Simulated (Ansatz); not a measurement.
## Rb3Sr: distorted cells

The calculation used DFT PBE, scalar-relativistic, plane waves, PAW in Ansatz.

Plane waves to 420 eV, a k mesh through Γ of 6×6×6 on the computed 4-atom cell and Gaussian smearing (0.10 eV); no spin polarisation.

Reference cell:

```xyz
4
Lattice="6.8286 0.0000 0.0000 0.0000 6.8286 0.0000 0.0000 0.0000 6.8286" Properties=species:S:1:pos:R:3 pbc="T T T"
Rb    3.4143    0.0000    0.0000
Rb    0.0000    3.4143    0.0000
Rb    0.0000    0.0000    3.4143
Sr    3.4143    3.4143    3.4143
```

Each variant moves atoms of this cell by the vectors given, if any (Å), and then applies a symmetric strain (tensor components, Cartesian axes). The reference cell isn't relaxed at this level. Energies are per atom at zero smearing, counted from the lowest variant. Pressure is positive in compression.

1. strain (xx yy zz yz xz xy, %) -2.75 -2.75 -2.75 0.00 0.00 0.00
2. strain (xx yy zz yz xz xy, %) 4.12 4.12 4.12 -4.00 -4.00 -4.00; moves: Rb1 (-0.099, -0.182, 0.160); Rb2 (0.160, -0.099, -0.182); Rb3 (-0.182, 0.160, -0.099); Sr4 (0.121, 0.121, 0.121)
3. strain (xx yy zz yz xz xy, %) 4.26 4.26 4.26 0.00 0.00 0.00
4. strain (xx yy zz yz xz xy, %) 6.95 6.95 0.95 0.00 0.00 0.00; moves: Rb1 (0.000, 0.000, 0.013); Rb2 (0.000, 0.000, 0.013); Rb3 (0.000, 0.000, 0.026); Sr4 (0.000, 0.000, -0.051)
5. strain (xx yy zz yz xz xy, %) -0.35 -0.35 -0.35 0.00 0.00 0.00
6. strain (xx yy zz yz xz xy, %) -0.32 -0.32 -0.32 -4.00 -4.00 -4.00; moves: Rb1 (-0.080, -0.022, 0.076); Rb2 (0.076, -0.080, -0.022); Rb3 (-0.022, 0.076, -0.080); Sr4 (0.026, 0.026, 0.026)
7. strain (xx yy zz yz xz xy, %) 4.26 4.26 4.26 0.00 0.00 0.00

**Question.** Order the variants by energy, lowest first.

**Answer.** 5 (0.0 meV/atom), 1 (8.0 meV/atom), 3 (12.8 meV/atom), 7 (12.8 meV/atom), 6 (15.2 meV/atom), 4 (17.3 meV/atom), 2 (34.5 meV/atom). Neighbours within 1 meV/atom are level.

**Question.** Order them by pressure, highest first.

**Answer.** 1 (0.41 GPa), 6 (0.13 GPa), 5 (0.06 GPa), 2 (-0.27 GPa), 7 (-0.38 GPa), 3 (-0.38 GPa), 4 (-0.42 GPa).